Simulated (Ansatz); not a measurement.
Input and command of a calculation in Ansatz (plane waves; scalar-relativistic PAW potentials unless the input names others):

```yaml
crystal:
  lattice:
    - [-1.6522866625, 1.6522866625, -1.6522866625]
    - [-1.6522866625, -1.6522866625, 1.6522866625]
    - [0.0, 7.316253431, 7.316253431]
  atoms:
    - { symbol: Ta, position: [0.0, 0.0, 0.7904323399] }
    - { symbol: Ta, position: [0.5, 0.5, 0.1129189057] }
    - { symbol: Ta, position: [0.0, 0.0, 0.3387567171] }
    - { symbol: Ta, position: [0.5, 0.5, 0.5645945285] }
basis:
  ecutwfc: 500
kpoints:
  mp_grid: { grid: [22, 22, 7] }
hamiltonian:
  xc: r2scan
scf:
  occupations: { method: gaussian, width: 0.15 }
  max_iter: 50
output:
  forces: true
  eigenvalues: true
  stress: true
total_charge: 4
```

```bash
ansatz run input.yaml --threads 2 --pin off --max-ram 5120MiB --backend cpu --events-out ev --progress --plain --runs-dir out
```

Abridged log:
```
Pseudopotentials: kind: paw
Pseudopotential: Ta, paw, valence charge 13, recommended cutoff 500 eV (meta_gga)
Functional definition: r2SCAN
Crystal: 4 atoms, lattice volume = 79.895 Å³
Basis set: ecut = 500 eV, 2019 PW (Γ), exchange–correlation on 96×96×320 points (64 copies of the dense FFT grid, shifted against one another)
Bands: 29, of which v1, the nominal top of the filled ones, is band 24 counted from 1 (23 counted from 0)
Symmetry: 8 space group operations
Space group: Cmme (ITA 67), of the structure as read, at distance tolerance 4.3e-5 Å
k-points: 532 of 3388
Initial density: superposition of atomic densities (neutral atoms scaled as one to the charged cell's electrons: chi_scale 0, normalization atom), corrected by the library's trained network
Initial wavefunctions: pseudopotential atomic-orbital guess
Functional: x = r2scan, c = r2scan; τ floored in thin density (d = 2e-4 eV/Å³)
SCF iter   1: F=—  HF=-39865.981840 eV  |F-HF|=—  |Δ(HF+E_count)|=         —  Δρ=1.92e-1  dr2=3.39e2  dr2_τ=2.82e0  ethr=1.77e-3  ⟨swp⟩=7.0  Hψ=71737  notcnv=0
SCF iter   2: F=—  HF=-39846.429461 eV  |F-HF|=—  |Δ(HF+E_count)|=    1.96e1  Δρ=7.58e-2  dr2=5.08e1  dr2_τ=2.24e0  ethr=1.77e-3  ⟨swp⟩=5.6  Hψ=47314  notcnv=0  defer=42
SCF iter   3: F=—  HF=-39843.148378 eV  |F-HF|=—  |Δ(HF+E_count)|=    3.28e0  Δρ=4.18e-2  dr2=1.37e1  dr2_τ=1.76e-1  ethr=1.77e-3  ⟨swp⟩=5.3  Hψ=42747  notcnv=0  defer=68
SCF iter   4: F=—  HF=-39841.745423 eV  |F-HF|=—  |Δ(HF+E_count)|=    1.40e0  Δρ=2.07e-2  dr2=3.82e0  dr2_τ=3.87e-2  ethr=1.77e-3  ⟨swp⟩=5.4  Hψ=44117  notcnv=0  defer=65
SCF iter   5: F=—  HF=-39841.600350 eV  |F-HF|=—  |Δ(HF+E_count)|=   1.45e-1  Δρ=5.10e-3  dr2=4.72e-2  dr2_τ=2.80e-3  ethr=1.77e-3  ⟨swp⟩=3.5  Hψ=26469  notcnv=0  defer=66
SCF iter   6: F=—  HF=-39841.607806 eV  |F-HF|=—  |Δ(HF+E_count)|=   7.46e-3  Δρ=2.68e-3  dr2=7.05e-2  dr2_τ=3.72e-4  ethr=9.84e-5  ⟨swp⟩=2.3  Hψ=20879  notcnv=0  defer=55
SCF iter   7: F=—  HF=-39841.606539 eV  |F-HF|=—  |Δ(HF+E_count)|=   1.27e-3  Δρ=1.53e-3  dr2=2.91e-2  dr2_τ=4.17e-5  ethr=9.84e-5  ⟨swp⟩=1.0  Hψ=15423  notcnv=0  defer=55
SCF iter   8: F=—  HF=-39841.605606 eV  |F-HF|=—  |Δ(HF+E_count)|=   9.33e-4  Δρ=3.96e-4  dr2=1.01e-3  dr2_τ=3.01e-6  ethr=6.07e-5  ⟨swp⟩=1.0  Hψ=15381  notcnv=0  defer=55
SCF iter   9: F=—  HF=-39841.605629 eV  |F-HF|=—  |Δ(HF+E_count)|=   2.30e-5  Δρ=6.32e-5  dr2=3.08e-6  dr2_τ=4.35e-7  ethr=2.10e-6  ⟨swp⟩=2.0  Hψ=18271  notcnv=0  defer=55
SCF iter  10: F=—  HF=-39841.605634 eV  |F-HF|=—  |Δ(HF+E_count)|=   5.08e-6  Δρ=2.97e-5  dr2=1.18e-5  dr2_τ=2.00e-8  ethr=6.42e-9  ⟨swp⟩=2.9  Hψ=29259  notcnv=0  defer=56
SCF iter  11: F=—  HF=-39841.605633 eV  |F-HF|=—  |Δ(HF+E_count)|=   6.45e-7  Δρ=4.67e-6  dr2=1.54e-7  dr2_τ=1.05e-9  ethr=6.42e-9  ⟨swp⟩=2.0  Hψ=18958  notcnv=0  defer=56
SCF iter  12: F=-39841.605633 eV  HF=-39841.605633 eV  |F-HF|=1.75e-10  |Δ(HF+E_count)|=   9.16e-9  Δρ=1.20e-6  dr2=1.62e-9  dr2_τ=2.14e-10  ethr=2.08e-10  ⟨swp⟩=9.6  Hψ=77581  notcnv=0
SCF 1 converged in 12 iterations: F = -39841.605633 eV  dr2 = 1.62e-9
SCF converged after 12 iterations
Free energy (F): -39841.605633 eV
Harris-Foulkes:  -39841.605633 eV  (|F-HF|=1.75e-10)
Internal energy: -39841.545874 eV  (E = F + TS)
E sigma→0 (E₀):  -39841.575753 eV
Entropy (-TS):   -0.059759 eV (-14.940 meV/atom)
Fermi energy:    16.223679 eV
--- Forces (eV/Å), atoms counted from 1 ---
  atom   1  Ta     0.00000000     0.83971327     0.83971327
  atom   2  Ta     0.00000000    -0.83971327    -0.83971327
  atom   3  Ta     0.00000000    -0.52301686    -0.52301686
  atom   4  Ta     0.00000000     0.52301686     0.52301686
--- Stress (GPa, compression-positive) ---
       39.100346       0.000000       0.000000
        0.000000      36.144774      -5.033885
        0.000000      -5.033885      36.144774
  P = ⅓ Tr σ = 37.1300 GPa (371.300 kbar)
```

What should be changed?

The fault is a net charge on a solid that should be neutral, 4 electrons a cell too few, offset by a uniform background, so that energy and pressure hang on that convention (total_charge: not typed → 4, the first being the value of the sound run). Setting it back cures it. The run converged all the same, with a total energy on another zero, pressure 37.13 GPa (with the neutralising background of the charged cell), largest force 1.188 eV/Å, no gap on the mesh, so convergence alone doesn't show that an input is right. A reference run from the same start on usual settings converged with pressure -8.30 GPa, largest force 1.136 eV/Å, no gap on the mesh.

The run took 34 s on 2 threads of AMD EPYC 9R45 96-Core Processor (Zen 5), on a shared host, peak memory 1.4 GiB.